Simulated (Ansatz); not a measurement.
BiTeBr:
```cif
data_BiBrTe
_chemical_formula_sum 'Bi1 Te1 Br1'
_space_group_name_H-M_alt 'P3m1'
_space_group_IT_number 156
_space_group_name_Hall 'P 3 -2"'
_cell_length_a 4.29570
_cell_length_b 4.29570
_cell_length_c 6.67990
_cell_angle_alpha 90.000
_cell_angle_beta 90.000
_cell_angle_gamma 120.000
loop_
_atom_site_label
_atom_site_type_symbol
_atom_site_symmetry_multiplicity
_atom_site_Wyckoff_symbol
_atom_site_fract_x
_atom_site_fract_y
_atom_site_fract_z
_atom_site_occupancy
Bi1 Bi 1 a 0.00000 0.00000 0.00687 1
Te1 Te 1 b 0.33333 0.66667 0.26599 1
Br1 Br 1 c 0.66667 0.33333 0.72714 1
```

Relaxed with r²SCAN+D4. r²SCAN+D4 (plane waves, PAW; program Ansatz) gives a gap of 1.48 eV.

Task: What gap does HSE06 give on the same cell (Ansatz, PAW)?

Result: 1.73 eV, 0.25 eV more. The hybrid was solved on a coarser mesh and at special points; the gap given is the minimum over both.

Cost on shared cores: the r²SCAN+D4 run (SCF on a 8×8×4 mesh, then bands and DOS) very roughly 110 core-seconds, the HSE06 run (SCF on 6×6×3, then a few points) about 2.3 core-minutes (a rough figure); the tasks are unlike.

The first step of the workflow began from a Materials Project structure, measured or hypothetical; the Crystallography Open Database copy checked does not list it. With Te and Br taken as one species the cell has the higher symmetry P-3m1, so it may be an ordered model of a mixed-site phase. Its standing as an ambient phase is unchecked. The r²SCAN+D4 relaxation kept the symmetry of its start; its stability against distortions is not shown here. Spin–orbit coupling is left out wherever it is not named.

Potentials: the later of the program's two PAW sets.
